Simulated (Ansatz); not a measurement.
Space group Fm-3m (No. 225). a = 4.727 Å, b = 4.727 Å, c = 4.727 Å, α = 90.00°, β = 90.00°, γ = 90.00°
```csv
atom,site,symmetry,x,y,z
Mg,4a,m-3m,0.0000,0.0000,0.0000
H,8c,-43m,0.2500,0.2500,0.7500
```

Equation of state of this MgH$_{2}$ structure (not necessarily the ground state), with shape and atoms relaxed at each volume where symmetry leaves them free. It has no gap at any of these volumes. Theory: DFT r2SCAN, scalar-relativistic, plane waves, PAW (Ansatz).

Plane waves to 500 eV, a k mesh through Γ of 16×16×16 on the computed 3-atom cell and Gaussian smearing (0.10 eV); no spin polarisation.

| V (Å³/atom) | E − E(largest V) (meV/atom) | P (GPa) |
| --- | --- | --- |
| 8.273 | 0.97 | 4.28 |
| 8.537 | -4.15 | 1.99 |
| 8.801 | -5.72 | -0.02 |
| 9.065 | -4.21 | -1.77 |
| 9.329 | 0.00 | -3.30 |

Task: Fit a third-order Birch–Murnaghan equation to E(V).

Result: V0 = 8.80 Å³/atom, B0 = 62 GPa, B0' = 3.6.